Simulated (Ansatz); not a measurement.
The relaxed structure here is a generated cell of Ba: the first start was made by placing the elements on the sites of a structure type, and the end was not matched to a known phase here, so it may be hypothetical. Known forms of Ba include space group No. 229.

One stationary structure of Ba. Level of theory: r2SCAN (plane waves to 500 eV, PAW, scalar-relativistic; Ansatz, an electronic-structure program).

```xyz
1
Lattice="0.0000 3.2272 3.2272 3.2272 0.0000 3.2272 3.2272 3.2272 0.0000" Properties=species:S:1:pos:R:3 pbc="T T T"
Ba     0.0000     0.0000     0.0000
```

Problem. Determine the symmetry and give the standard cell with its independent sites.

Solution. Space group Fm-3m (No. 225); a = b = c = 6.454 Å, α = β = γ = 90.00°

```csv
atom,site,symmetry,x,y,z
Ba,4a,m-3m,0.0000,0.0000,0.0000
```

This is the fcc (Cu type).

Problem. Give the shortest distances between elements (the closest pairs, up to four, under 3.6 Å).

Solution. .

* **Volume per atom**: 67.22 Å³
* **Band gap**: no gap on the sampled points, where the bands overlap only slightly; such a result is sensitive to mesh and level

No spin polarisation in the result.

The run could not lose the symmetry of its start: the end is stationary, and may be a saddle point rather than a minimum.
